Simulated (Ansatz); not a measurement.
Data:

LiF:
```xyz
2
Lattice="0.0000 2.1443 2.1443 2.1443 0.0000 2.1443 2.1443 2.1443 0.0000" Properties=species:S:1:pos:R:3 pbc="T T T"
Li     0.0000     0.0000     0.0000
F      1.0722     1.0722     1.0722
```

This is the r²SCAN-relaxed structure.

**Question.** All from DFT-r²SCAN in the program Ansatz with PAW potentials, unless another level is named. Give the electron effective mass.

**Answer.** 0.82 mₑ (isotropic).

**Question.** Predict the band gap.

**Answer.** 8.67 eV (direct).

**Question.** Next, the weight of the valence-edge state by species (Voronoi cells)?

**Answer.** F 95 %, Li 5 %.

Space group F-43m (zinc blende). The start of the workflow was typed in or built on a structure type; neither database checked (COD, Materials Project) lists it. It is not the phase usual at ambient conditions (space group No. 225). The cell was relaxed with r²SCAN under the symmetry of its start; whether a distortion lowers the energy is not shown.

Potentials: the earlier of the program's two PAW sets.
